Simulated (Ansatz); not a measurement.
A frame of Ta4Al5N9 from dynamics at 2880 K, with the forces (eV/Å) computed on a k mesh in the last three columns. The calculation used DFT PBE, scalar-relativistic, plane waves, PAW (Ansatz).

Settings: cutoff 420 eV, Γ-centred mesh 4×4×4 on the computed 18-atom cell, Fermi–Dirac smearing of 0.25 eV; no spin polarisation.

```xyz
18
Lattice="5.704 -0.056 -0.021 -0.056 6.299 0.141 -0.021 0.141 5.764" Properties=species:S:1:pos:R:3:forces:R:3 pbc="T T T"
Al    0.738    4.421    4.738    1.460    5.380    1.560
Al    2.155    0.592    3.503   -1.010    0.640   -0.080
Al    3.494    3.103    4.085    2.500    0.030   -0.850
Al    0.816    5.524    1.283   -1.740   -0.950    0.330
Al    3.352    6.077    0.286    2.220   -0.540   -1.150
N     3.830    1.525    2.827   -1.640   -0.870    1.020
N     4.331    1.688    0.193   -0.820    0.420   -0.540
N     2.052    3.256    5.122    1.040   -2.270   -2.470
N     3.350    4.473    1.674    0.490    1.930    0.240
N     5.083    5.780    5.199    3.320    0.720    0.430
N     5.384    3.638    3.646   -3.470   -3.910   -2.420
N     2.838    5.300    4.377   -2.130    2.170    0.040
N     0.913    3.427    1.184   -2.600    0.930    0.710
N     1.629    0.952    0.922    0.410   -2.960   -0.220
Ta    2.781    2.592    1.148    1.890    1.670    1.550
Ta    0.115    1.866    2.263   -1.250    2.400   -0.040
Ta    4.261    5.713    2.915    1.930   -2.380    2.550
Ta    0.435    1.953    5.198   -0.590   -2.400   -0.670
```

Static pressure 9.5 GPa (no kinetic part), no gap on the mesh.

Counting as bonded all pairs within 1.2 times the summed covalent radii, but none from a metal cation to another cation:

| atom → neighbour | mean count | mean length (Å) | spread (Å) |
| --- | --- | --- | --- |
| Al → N | 3.00 | 1.98 | 0.15 |
| N → Al | 1.67 | 1.98 | 0.15 |
| N → Ta | 2.44 | 2.20 | 0.20 |
| Ta → N | 5.50 | 2.20 | 0.20 |

Angles between all pairs of such bonds at an atom (mean ± spread): 113 ± 27° at Al, 107 ± 24° at N, 101 ± 30° at Ta.

Spin-orbit coupling is left out, which matters for the bands of heavy elements.

Cost: 1 run of about 0.89 core-minutes, on Intel Xeon Platinum 8375C (Ice Lake) (shared hosts).